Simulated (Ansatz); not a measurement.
AlN:
Space group P6₃mc (No. 186); a = b = 3.130 Å, c = 5.017 Å, α = β = 90.00°, γ = 120.00°

```
atom  site  symmetry       x       y       z
----  ----  --------  ------  ------  ------
Al      2b       3m.  0.6667  0.3333  0.4992
N       2b       3m.  0.3333  0.6667  0.3808
```

Relaxed with PBE.

**Question.** Which orbitals make up the states near the band edges in DFT-PBE in the program Ansatz with PAW potentials?

**Answer.** Top 1 eV of the valence band: N 2p 90 %, Al 3p 7 %. Bottom 1 eV of the conduction band: N 2s 40 %, Al 3s 29 %, Al 3p 19 %, N 2p 9 %. Projections are on Löwdin-orthogonalised atomic valence shells; empty p or d shells of many metals are not among them.

**Question.** Tabulate the density of states.

**Answer.** States/eV per cell of 4 atoms, in 0.25 eV bins, energy from the valence-band maximum.

```tsv
E (eV)	total	N 2p	Al 3p	Al 3s
-7.85	0.00	0.00	0.00	0.00
-7.60	0.00	0.00	0.00	0.00
-7.35	0.00	0.00	0.00	0.00
-7.10	0.00	0.00	0.00	0.00
-6.85	0.00	0.00	0.00	0.00
-6.60	0.00	0.00	0.00	0.00
-6.35	0.00	0.00	0.00	0.00
-6.10	0.00	0.00	0.00	0.00
-5.85	0.03	0.02	0.01	0.00
-5.60	0.41	0.25	0.09	0.07
-5.35	1.32	0.81	0.26	0.22
-5.10	1.98	1.24	0.37	0.32
-4.85	3.13	1.98	0.56	0.48
-4.60	2.42	1.55	0.40	0.35
-4.35	1.45	0.95	0.19	0.21
-4.10	1.86	1.24	0.25	0.25
-3.85	1.22	0.80	0.18	0.13
-3.60	0.98	0.66	0.17	0.09
-3.35	1.60	1.12	0.28	0.14
-3.10	1.61	1.15	0.28	0.12
-2.85	1.64	1.19	0.27	0.11
-2.60	1.91	1.43	0.32	0.11
-2.35	1.96	1.49	0.31	0.10
-2.10	2.34	1.83	0.37	0.09
-1.85	2.75	2.20	0.41	0.08
-1.60	2.89	2.36	0.40	0.07
-1.35	3.52	2.95	0.43	0.07
-1.10	3.65	3.16	0.38	0.05
-0.85	4.93	4.37	0.44	0.03
-0.60	2.69	2.46	0.16	0.01
-0.35	1.46	1.38	0.05	0.00
-0.10	0.26	0.24	0.01	0.00
0.15	0.00	0.00	0.00	0.00
0.40	0.00	0.00	0.00	0.00
0.65	0.00	0.00	0.00	0.00
0.90	0.00	0.00	0.00	0.00
1.15	0.00	0.00	0.00	0.00
1.40	0.00	0.00	0.00	0.00
1.65	0.00	0.00	0.00	0.00
1.90	0.00	0.00	0.00	0.00
2.15	0.00	0.00	0.00	0.00
2.40	0.00	0.00	0.00	0.00
2.65	0.00	0.00	0.00	0.00
2.90	0.00	0.00	0.00	0.00
3.15	0.00	0.00	0.00	0.00
3.40	0.00	0.00	0.00	0.00
3.65	0.00	0.00	0.00	0.00
3.90	0.00	0.00	0.00	0.00
4.15	0.01	0.00	0.00	0.00
4.40	0.03	0.00	0.00	0.01
4.65	0.05	0.00	0.01	0.02
4.90	0.10	0.01	0.03	0.02
5.15	0.52	0.04	0.27	0.05
5.40	0.98	0.09	0.52	0.06
5.65	1.67	0.19	0.89	0.09
5.90	2.06	0.24	1.07	0.12
6.15	2.27	0.30	1.16	0.13
6.40	2.04	0.30	1.05	0.10
6.65	1.50	0.23	0.76	0.09
6.90	1.36	0.22	0.66	0.09
7.15	1.24	0.21	0.59	0.09
7.40	0.94	0.16	0.44	0.08
7.65	0.79	0.13	0.35	0.10
7.90	0.55	0.11	0.22	0.09
8.15	0.86	0.14	0.27	0.21
8.40	1.45	0.21	0.49	0.33
8.65	2.11	0.31	0.83	0.39
8.90	2.14	0.30	0.86	0.39
```

Space group P6_3mc (wurtzite). The cell was relaxed with PBE under the symmetry of its start.

Potentials: the earlier of the program's two PAW sets.
